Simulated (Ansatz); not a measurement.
## CdSe: the gap against volume

CdSe, F-43m, a = 6.134 Å. This isn't the usual stable structure of the compound. Ansatz: r2SCAN, PAW, 500 eV, Γ-centred 8×8×8 mesh on 2 atoms, Gaussian smearing 0.02 eV; no spin polarisation. Symmetry fixes shape and atoms, so the cell is only scaled; x = ln(V/V0) with V0 = 28.844 Å³/atom. The gap is read at the mesh points alone.

| x | gap y (eV) |
| --- | --- |
| -0.1278 | 1.318 |
| -0.0943 | 1.247 |
| -0.0619 | 1.176 |
| -0.0305 | 1.107 |
| 0.0000 | 1.039 |
| 0.0296 | 0.973 |
| 0.0583 | 0.908 |
| 0.0953 | ? |

**Question.** Fit a straight line to the other rows, give the volume deformation potential of the gap and its pressure coefficient, and predict the missing gap. B0 = 51.6 GPa.

**Answer.** Means x = -0.03237, y = 1.1097; Σ(Δx)² = 0.02693, ΣΔxΔy = -0.05939; the slope is their ratio. y = 1.038 − 2.206 x. The slope is the deformation potential a = dE_g/d ln V = -2.21 eV, and dE_g/dP = −a/B0 = 42.8 meV/GPa. At x = 0.0953 the fit asked for gives 0.828 eV. The run gave 0.824 eV, so the fit is 0.004 eV too high, a small miss on the scale of the series.

Spin-orbit coupling is left out; it would lift a valence top of Se p states by 0.1 to 0.15 eV. Semilocal functionals give gaps under the measured ones; changes of the gap mostly carry over better.